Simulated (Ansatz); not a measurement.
Co (hcp (Mg type), P6_3/mmc) under volume change, the program Ansatz at the r²SCAN level (PAW), shape and atoms relaxed at each volume.

```tsv
V (Å³/atom)	E − E(relaxed) (meV/atom)	P (GPa)
9.650	75.2	27.53
9.968	(withheld)	(withheld)
10.286	(withheld)	(withheld)
10.604	0.0	0.01
10.923	6.5	-6.36
11.241	24.4	-11.44
11.559	51.5	-15.77
```

Question: Complete the blanks.

Answer: 
- 10.286, E − E(relaxed) (meV/atom): 7.4
- 10.286, P (GPa): 7.67
- 9.968, E − E(relaxed) (meV/atom): 31.4
- 9.968, P (GPa): 16.82

Question: What does a third-order Birch–Murnaghan fit give for V₀, B₀ and B′?

Answer: V₀ = 10.61 Å³/atom, B₀ = 229 GPa, B′ = 5.1.

The cell was relaxed with r²SCAN under the symmetry of its start. Magnetic state: ferromagnetic, chosen from 5 collinear starts compared on coarse meshes (ties went to the first, and starts can fall back to one state), not a proven ground state. Textbook magnetic order: ferromagnetic. Other orbital occupations within this spin state were not tried.

Potentials: the earlier of the program's two PAW sets.
